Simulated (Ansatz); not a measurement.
## Li: energy along a strain

Li, Im-3m, a = 3.500 Å (as given, not relaxed at this level: -0.7 GPa). Ansatz: PBEsol, PAW, 420 eV, Γ-centred 20×20×20 mesh on 1 atom, Gaussian smearing 0.15 eV; no spin polarisation. Cell vectors (Å): -1.750 1.750 1.750; 1.750 -1.750 1.750; 1.750 1.750 -1.750. The cell is strained by x per cent times the pattern (0 0 0 1 0 0) in the order xx yy zz yz xz xy (engineering shears), with fractional coordinates held. y is the free energy over the start, V0 = 21.438 Å³/atom. Symmetry makes y even in x. Points with a strain past 8.5 % were computed too (2) and aren't used here.

```tsv
x (%)	y (meV/atom)
-5.00	1.86
0.00	0.00
1.25	0.12
2.50	0.47
3.75	1.05
6.25	?
7.50	4.17
```

Question: Fit y = c2 x² + c4 x⁴ to the other rows, get the stiffness along the pattern, and predict the missing energy.

Answer: Least squares on the rows shown. y = 0.07477 x² − 1.150×10⁻⁵ x⁴. The clamped-ion stiffness p·C·p = 2 × 0.7477 eV × 160.2 / 21.438 Å³ = 11.2 GPa, which is C44 in these axes (second derivative at the start, which stands under stress). At x = 6.25 the fit asked for gives 2.90 meV/atom. The run gave 2.91 meV/atom, so the fit is 0.01 meV/atom too low, a small miss on the scale of the series.